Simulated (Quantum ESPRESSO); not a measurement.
```
CELL_PARAMETERS angstrom
      3.70066     0.00000     0.00000
     -1.85033     3.20487     0.00000
      0.00000     0.00000    16.50000
ATOMIC_POSITIONS crystal
  H  0.00000 0.00000 0.10467
  O  0.00000 0.00000 0.04596
  Cl 0.33333 0.66667 0.89533
  Cd 0.66667 0.33333 0.98488
```

The PBEsol cell relaxed from Materials Project entry mp-644222 was given a biaxial strain of +1.5 % in the plane, and the atoms were relaxed again, with the Coulomb interaction truncated along z.

Q: What does PBEsol (Quantum ESPRESSO, PseudoDojo norm-conserving, 102 Ry, scalar-relativistic) give for the electronic structure near the Fermi level?

A: The PBEsol gap is direct, 2.56 eV at Γ. Spin-orbit splittings are left out.

This is a model layer cut from the bulk structure; whether it is stable on its own was not checked.
